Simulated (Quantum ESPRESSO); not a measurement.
# Band energies of Mg2ZnO3

```
Mg2ZnO3
1.0
    3.03300     0.00000     0.00000
   -1.51650     2.62666     0.00000
    0.00000     0.00000     7.40332
O Mg Zn
3 2 1
Direct
  0.33333   0.66667   0.17262
  0.66667   0.33333   0.82738
  0.00000   0.00000   0.50000
  0.33333   0.66667   0.66580
  0.66667   0.33333   0.33420
  0.00000   0.00000   0.00000
```

norm-conserving PBEsol (Quantum ESPRESSO, 84 Ry, no spin-orbit coupling); path ΓMKΓALHA,LM,KH; energies in eV from the valence-band maximum.

```csv
k (1/Å),point,band 25,band 26,band 27,band 28,band 29,band 30,band 31,band 32
0.00,Γ,-0.45,-0.42,-0.42,-0.09,-0.09,2.84,6.24,6.53
0.60,,-1.59,-1.31,-0.77,-0.32,-0.28,5.14,7.86,8.34
1.20,M,-1.83,-1.62,-1.13,-0.75,-0.37,6.39,7.34,8.49
1.43,,-2.01,-1.60,-1.58,-0.59,-0.52,6.66,7.69,8.85
1.89,K,-2.71,-2.71,-1.29,-0.64,-0.64,7.44,9.04,9.04
2.06,,-2.69,-2.46,-1.36,-0.76,-0.49,7.27,8.85,9.32
2.75,,-1.66,-1.09,-0.80,-0.45,-0.15,4.81,7.77,8.08
3.27,Γ,-0.45,-0.42,-0.42,-0.09,-0.09,2.84,6.24,6.53
3.69,A,-0.73,-0.68,-0.68,0.00,0.00,3.95,5.14,6.77
4.03,,-0.93,-0.87,-0.81,-0.62,-0.09,4.56,6.04,7.66
4.55,,-1.50,-1.36,-1.20,-0.42,-0.25,5.95,7.34,9.04
4.89,L,-1.90,-1.72,-1.31,-0.29,-0.25,6.60,6.61,8.96
5.23,,-2.13,-1.71,-1.70,-0.86,-0.43,7.07,7.55,9.92
5.58,H,-2.24,-2.24,-1.59,-0.90,-0.90,7.52,9.27,9.27
5.72,,-2.15,-2.14,-1.63,-0.98,-0.74,7.40,8.96,9.31
6.27,,-1.36,-1.14,-1.04,-0.66,-0.54,5.72,7.59,9.51
6.68,,-0.87,-0.78,-0.76,-0.49,-0.08,4.38,5.77,7.38
6.96,A,-0.73,-0.68,-0.68,0.00,0.00,3.95,5.14,6.77
6.96,L,-1.90,-1.72,-1.31,-0.29,-0.25,6.60,6.61,8.96
7.17,,-1.78,-1.77,-1.22,-0.47,-0.33,6.50,6.92,8.81
7.38,M,-1.83,-1.62,-1.13,-0.75,-0.37,6.39,7.34,8.49
7.38,K,-2.71,-2.71,-1.29,-0.64,-0.64,7.44,9.04,9.04
7.81,H,-2.24,-2.24,-1.59,-0.90,-0.90,7.52,9.27,9.27
```

The PBEsol gap is indirect, 2.84 eV, from A to Γ; the smallest direct gap is 2.93 eV.

Geometry of the Materials Project entry, not relaxed at this level.

The structure is a Materials Project entry; no match was found in the copy of COD used, and its stability was not checked.
